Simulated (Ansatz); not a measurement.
## Au (Im-3m), one atom moved along a line

Computed with DFT r2SCAN, scalar-relativistic, plane waves, PAW in Ansatz 0.2.0. Cutoff 500 eV, Γ-centred 10×10×10 k-points, Gaussian smearing of 0.15 eV. Spin–orbit coupling is left out, which can shift energies with elements as heavy as these. No spin polarisation. Energies are free energies at this smearing, counted from the undisturbed cell; pressure is positive in compression.

The undisturbed cell (as given, not relaxed at this level; it stands at -4.7 GPa; this bcc form isn't the usual structure):

```
CELL_PARAMETERS angstrom
-3.31454 -3.31454 3.31454
-3.31454 3.31454 -3.31454
3.31454 -3.31454 -3.31454
ATOMIC_POSITIONS crystal
Au 0.50000 0.50000 0.50000
Au 0.00000 0.50000 0.50000
Au 0.50000 0.00000 0.50000
Au 0.00000 0.00000 0.50000
Au 0.50000 0.50000 0.00000
Au 0.00000 0.50000 0.00000
Au 0.50000 0.00000 0.00000
Au 0.00000 0.00000 0.00000
```

Atom 1 (Au) is moved by x along the Cartesian unit vector (0.577, 0.577, -0.577); the cell and all other atoms stay fixed. The cell is metallic on the mesh throughout.

```
  x (Å)  ΔE (meV/cell)
-0.4500          726.3
-0.2700          214.8
-0.0900           21.5
 0.0000            0.0
 0.1350           49.2
 0.1800           89.5
 0.2250          144.0
 0.3150          304.5
 0.3600          416.7
 0.4050          555.5
```

Q: Predict the force along x on the moved atoms (eV/Å) at each point.

A:
```csv
x (Å),force along x on the moved atoms (eV/Å)
-0.4500,4.19
-0.2700,1.77
-0.0900,0.48
0.0000,0.00
0.1350,-0.75
0.1800,-1.05
0.2250,-1.38
0.3150,-2.23
0.3600,-2.77
0.4050,-3.42
```